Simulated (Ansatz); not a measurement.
ZnO:
```cif
data_O2Zn2
_chemical_formula_sum 'Zn2 O2'
_space_group_name_H-M_alt 'P63mc'
_space_group_IT_number 186
_space_group_name_Hall 'P 6c -2c'
_cell_length_a 3.18716
_cell_length_b 3.18716
_cell_length_c 5.15318
_cell_angle_alpha 90.000
_cell_angle_beta 90.000
_cell_angle_gamma 120.000
loop_
_atom_site_label
_atom_site_type_symbol
_atom_site_symmetry_multiplicity
_atom_site_Wyckoff_symbol
_atom_site_fract_x
_atom_site_fract_y
_atom_site_fract_z
_atom_site_occupancy
Zn1 Zn 2 b 0.33333 0.66667 0.00097 1
O1 O 2 b 0.33333 0.66667 0.37934 1
```

Relaxed with LDA.

### Question
Give the optical modes at the zone centre with their infrared and Raman activity from DFPT, the program Ansatz at the LDA level (PAW).

### Answer
Transverse frequencies, without the LO–TO term; a row sums one degenerate level.

```
ω (cm⁻¹)  degeneracy  IR ((D/Å)²/amu)  Raman (Å⁴/amu)  activity  symmetry
--------  ----------  ---------------  --------------  --------  --------
90                 2             0.00             2.2     Raman        E2
261                1             0.00               0    silent        B1
390                1            16.38             7.0  IR+Raman        A1
408                2            31.01            0.57  IR+Raman        E1
441                2             0.00             3.8     Raman        E2
553                1             0.00               0    silent        B1
```

### Question
How high does the top mode go among those that the LO–TO term moves?

### Answer
557 cm⁻¹ for q along x, 557 cm⁻¹ for q along y, 550 cm⁻¹ for q along z.

Space group P6_3mc (wurtzite). The cell was relaxed with LDA under the symmetry of its start.

Potentials: the earlier of the program's two PAW sets. The files were generated under PBE; for other functionals the program regenerates the frozen cores, and for LDA and PBEsol the local potential too.
